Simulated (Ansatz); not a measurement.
Mg₃O₂: zone-centre modes

These are results of DFT PBE, scalar-relativistic, plane waves, PAW (Ansatz 0.2.0), not measurements. Settings: 420 eV plane-wave cutoff, Γ-centred 12×12×12 mesh, Gaussian smearing of 0.10 eV. No spin polarisation. Phonons by linear response, acoustic sum rule imposed.

Relaxed structure:
```xyz
5
Lattice="1.5289 0.8827 7.4630 -1.5289 0.8827 7.4630 0.0000 -1.7654 7.4630" Properties=species:S:1:pos:R:3 pbc="T T T"
Mg    0.0000    0.0000    4.9954
Mg    0.0000    0.0000   17.3938
Mg    0.0000    0.0000    0.0000
O     0.0000    0.0000   13.7100
O     0.0000    0.0000    8.6791
```

It was reached by relaxing an invented guess, and it needn't be the stable form of this composition. In a metal, frequencies depend on the k mesh and the smearing, soft modes most.

Q: Is this structure stable against zone-centre distortions?

A: Yes, at Γ: no optical mode is imaginary. Strains and other wave vectors aren't tested by this run.

Q: List the optical modes at Γ (i marks imaginary ones).

A:
```csv
frequency (THz),degeneracy
4.50,2
5.90,2
9.23,1
9.25,2
9.74,2
10.11,1
13.62,1
16.57,1
```
